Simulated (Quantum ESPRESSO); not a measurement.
SiC (P6₃mc) under small displacements

```
CELL_PARAMETERS angstrom
      3.07351     0.00000     0.00000
     -1.53676     2.66174     0.00000
      0.00000     0.00000     5.04525
ATOMIC_POSITIONS crystal
  Si 0.33333 0.66667 0.49960
  Si 0.66667 0.33333 0.99960
  C  0.33333 0.66667 0.87540
  C  0.66667 0.33333 0.37540
```
The geometry is a computed Materials Project entry, not a measured one. It is SiC in P6₃mc. Stability against distortions was not tested.

The last row's change in full: C3 and its equivalents moved by 0.04 Å along (0.00, 0.00, -1.00), space group kept; the other rows go along the same path.

Method: shieldings by PBE GIPAW (a modified build of Quantum ESPRESSO, JTH PAW datasets), 20 Ha, k-mesh 9×9×5 shifted, f-sum rule met within 0.053 %. Values are those of the named site's first atom. Shieldings are absolute and leave out the bulk-susceptibility term; a larger σ means a smaller chemical shift. By our sweeps, such settings leave a few ppm in absolute σ. The datasets of Si hold no d projectors, which limits absolute σ on these atoms.

Unchanged cell: σ_iso Si (ppm) = 358.1.

Problem. How do these values move along the path (displacement (Å): -0.04, +0.04)?

Solution. 
| displacement (Å) | σ_iso Si (ppm) |
|---|---|
| -0.04 | 360.4 |
| 0 | 358.1 |
| +0.04 | 356.1 |
